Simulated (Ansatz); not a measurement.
## What DFT gives for LaBRh₃

```yaml
crystal:
  lattice:
    - [4.21772, 0.00000, 0.00000]
    - [0.00000, 4.21772, 0.00000]
    - [0.00000, 0.00000, 4.21772]
  atoms:
    - { symbol: La, position: [0.00000, 0.00000, 0.00000] }
    - { symbol: Rh, position: [0.00000, 0.50000, 0.50000] }
    - { symbol: Rh, position: [0.50000, 0.00000, 0.50000] }
    - { symbol: Rh, position: [0.50000, 0.50000, 0.00000] }
    - { symbol: B, position: [0.50000, 0.50000, 0.50000] }
```

Method: PBEsol, no spin polarisation; PAW, plane waves to 420 eV, 8×8×8 Γ-centred mesh, gaussian occupations (width 0.0329 eV) (Ansatz 0.2.0), atoms fixed.

**Electronic structure.** It is a metal, with about 3.4 states/eV a cell as the mean within 0.25 eV of the Fermi level, mostly Rh d (92 %).
**Formation energy.** -0.68 eV an atom against the elements' usual phases (free molecules for gases, crystals otherwise, with no correction for O₂ or N₂), so it is bound against them; other compounds may still compete. Relaxing would lower it.
**Stress.** The pressure is 0.7 GPa (compression positive), so with the atoms held at these fractions the cell would first expand.
**Charges.** Bader charges in e: La +1.38, B -0.06, Rh -0.44. In the mean La gives up most and Rh takes most.

Origin: a database entry at a rescaled volume. Caveats: many states at the Fermi level without spin polarisation, so a magnetic state may lie lower; f levels without a U or exact exchange are poorly placed.
